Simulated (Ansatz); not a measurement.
ZrC:
```yaml
crystal:
  lattice:
    - [0.00000, 2.33438, 2.33438]
    - [2.33438, 0.00000, 2.33438]
    - [2.33438, 2.33438, 0.00000]
  atoms:
    - { symbol: C, position: [0.00000, 0.00000, 0.00000] }
    - { symbol: Zr, position: [0.50000, 0.50000, 0.50000] }
```

Relaxed with PBEsol. Special points in fractions of this cell's reciprocal vectors: Γ (0.000, 0.000, 0.000); X (0.500, 0.000, 0.500); U (0.625, 0.250, 0.625); K (0.375, 0.375, 0.750); L (0.500, 0.500, 0.500); W (0.500, 0.250, 0.750).

List the band energies nearest the Fermi level at these points for plane-wave PAW PBEsol (Ansatz code).

In eV from the Fermi level; about four levels below and three above (degenerate sets whole), none deeper than 8.9 eV; points with the same levels are listed once.

```tsv
k	below	above
Γ	–	0.97 0.97 0.97
X	-2.01 -1.86	0.11 0.11 4.59
U	-3.09 -2.27 -1.58	1.51 5.01 5.54
L	-8.11 -5.40 -2.99 -2.99	4.62 4.62 5.48
W	-2.68 -2.35 -2.35	3.35 3.35 5.85
```

Space group Fm-3m (rock salt). Symmetry was held in the PBEsol relaxation; of distortions, only those at the zone centre were tested. No spin polarisation was allowed. Spin–orbit coupling is left out wherever it is not named.

Potentials: the later of the program's two PAW sets.
